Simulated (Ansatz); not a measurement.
# Stability checks on a candidate for Ge₈Mo₃W

It was reached by relaxing an invented guess, and it needn't be the stable form of this composition.

Theory: Ansatz, DFT PBE, scalar-relativistic, plane waves, PAW. Cutoff 420 eV, Γ-centred 10×10×4 mesh (12-atom cell), Gaussian smearing of 0.10 eV, no spin polarisation.

```
Ge Mo W
1.0
     2.36075   -4.14283    0.00000
     2.36075    4.14283    0.00000
     0.00000    0.00000    9.44263
Ge Mo W
8 3 1
Direct
  0.66203 0.33797 0.75043
  0.16193 0.83807 0.50000
  0.66203 0.33797 0.24957
  0.16168 0.83832 0.00000
  0.33797 0.66203 0.75043
  0.83807 0.16193 0.50000
  0.33797 0.66203 0.24957
  0.83832 0.16168 0.00000
  0.00000 0.00000 0.75032
  0.00000 0.00000 0.24968
  0.50000 0.50000 0.00000
  0.50000 0.50000 0.50000
```

Formation energies are uncorrected and refer to the elements' standard structures at the same level.

Question: These tests were run: energy against the elements; random kick, then relaxation without symmetry; phonons on a 2×2×1 q mesh. What do they show?

Answer:

```csv
test,result
energy against the elements,−0.09 eV/atom
"random kick, then relaxation without symmetry",returns
phonons on a 2×2×1 q mesh,no imaginary mode on the mesh
```

It fails none of these tests. Other phases of the system weren't compared here, so this isn't yet thermodynamic stability.

Spin–orbit coupling, which can matter for W, is left out. The kick test ran on a coarse mesh. The run for the phonons used a 10×10×4 k mesh and Fermi–Dirac smearing of 0.15 eV.
